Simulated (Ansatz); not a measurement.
A geometry of I away from equilibrium: step 2 of the relaxation of a relaxed I cell, doubled along one cell vector, shaken by Gaussian noise of σ = 0.08 Å a coordinate. Level of theory: r2SCAN (plane waves to 500 eV, PAW, scalar-relativistic; Ansatz, an electronic-structure program). Γ-centred k-mesh 6×3×5 on the run's cell (coarser than for final values), Fermi–Dirac smearing 0.05 eV. The plane waves were selected for a different cell earlier on the path.

```
I
1.0
    4.23701     0.00407    -0.00058
   -4.22997     7.38840     0.01813
   -0.00068     0.01182     4.97368
I
4
Direct
  0.30465   0.33196   0.28610
  0.37384   0.84376   0.23497
  0.69147   0.15057   0.78919
  0.64777   0.66813   0.73244
```

### Question
What forces act on the atoms (eV/Å)?

### Answer
| atom | Fx | Fy | Fz |
|---|---|---|---|
| I1 | -0.23 | 0.38 | 0.25 |
| I2 | 0.14 | 0.37 | -0.25 |
| I3 | 0.22 | -0.34 | 0.24 |
| I4 | -0.13 | -0.41 | -0.24 |

The path ends in Cmcm (No. 63). No spin polarisation in the result. Without a van der Waals term the distances between weakly bound units are poorly fixed.

The end of the path is a generated cell of I: the first start was made by placing the elements on the sites of a structure type, and the end was not matched to a known phase here, so it may be hypothetical. Known forms of I include space group No. 64.
